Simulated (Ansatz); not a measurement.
# GdBi in the CsCl-type structure: a workflow

Method: PBEsol, scalar-relativistic; collinear spin; PAW, 420 eV, 8×8×8 k-mesh, Gaussian smearing of 0.05 eV; code Ansatz; PAW files: Ansatz's generated set soft_2.

This is a trial structure: such lanthanide and actinide compounds mostly take the rock-salt structure.

The first cell:

```
Gd Bi
1.0
     3.79530    0.00000    0.00000
     0.00000    3.79530    0.00000
     0.00000    0.00000    3.79530
Gd Bi
1 1
Direct
  0.00000 0.00000 0.00000
  0.50000 0.50000 0.50000
```

Starting moments (μB, in the order of the atoms): 7.0, 0.0.

The first steps of the search for zero pressure:

| run | level | k-mesh | kind | V (Å³/atom) | P (GPa) | gap on the mesh (eV) | largest moment (μB) |
| --- | --- | --- | --- | --- | --- | --- | --- |
| 1 | PBEsol | 8×8×8 | fixed cell | 27.33 | 2.8 | metal | 7.10 |

**Question.** At which volume does PBEsol reach zero pressure?

**Answer.** 28.60 Å³/atom, about 4.6 % over the start.

The steps that followed:

| run | level | k-mesh | kind | V (Å³/atom) | P (GPa) | E − E(final) (meV/atom) | gap on the mesh (eV) | largest moment (μB) |
| --- | --- | --- | --- | --- | --- | --- | --- | --- |
| 2 | PBEsol | 8×8×8 | fixed cell | 27.84 | 1.6 | 3.6 | metal | 7.10 |
| 3 | PBEsol | 8×8×8 | fixed cell | 28.60 | 0.0 | 0.0 | metal | 7.08 |

Cell and atoms are those of this level's equilibrium.

The final structure (symmetry read at 0.01 Å). It takes space group Pm-3m (No. 221, cubic). The conventional cell has a = 3.853 Å, b = 3.853 Å, c = 3.853 Å, α = 90.00°, β = 90.00°, γ = 90.00°. Gd (site symmetry m-3m) has 8 Bi at 3.34 Å as nearest neighbours. Bi (site symmetry m-3m) is surrounded by 8 Gd at 3.34 Å. (Shells end 15 % past the nearest neighbour.)

- At the final geometry the gap, band path included, is zero (metallic) and the site spin moments are Gd 7.08; Bi -0.07 μB.
- The equation of state gives B0 = 55 GPa and B0′ = 4.7.
- Against the elements' standard states, run alike and uncorrected, the formation energy is -0.74 eV/atom.
- The runs in the table took roughly 0.9 core-minutes.

**What lies behind the numbers.**

Formal charges Gd³⁺, Bi³⁻ leave Gd³⁺ with an open 4f⁷ shell. The run still finds no gap: within 0.1 eV of the Fermi level the projected states are 54 % Gd 5d, 27 % Bi 6p, 16 % Gd 4f. Apart from the f shell, rare-earth antimonides and bismuthides of this kind are mostly semimetals, since the Gd 5d band overlaps the anion's p band.

Hund's first rule gives Gd³⁺ with 7 f electrons 7 unpaired spins, a spin moment of 7 μB; the run has 7.08 μB on Gd (atomic spheres) and 7.19 f electrons on orthogonalised orbitals. The moment is close to the ion's, so in this run the shell is localised and nearly fully polarised.

Without a U the 4f levels of Gd lie too near the Fermi level, so their share of the states there, and what hangs on it, is overstated. Spin–orbit coupling, which matters for such heavy elements, is left out. The run wasn't fully tested for a lower electronic state. Site moments are of spin, integrated over atomic spheres. Only parallel moments were tried, so the real magnetic order may be another.
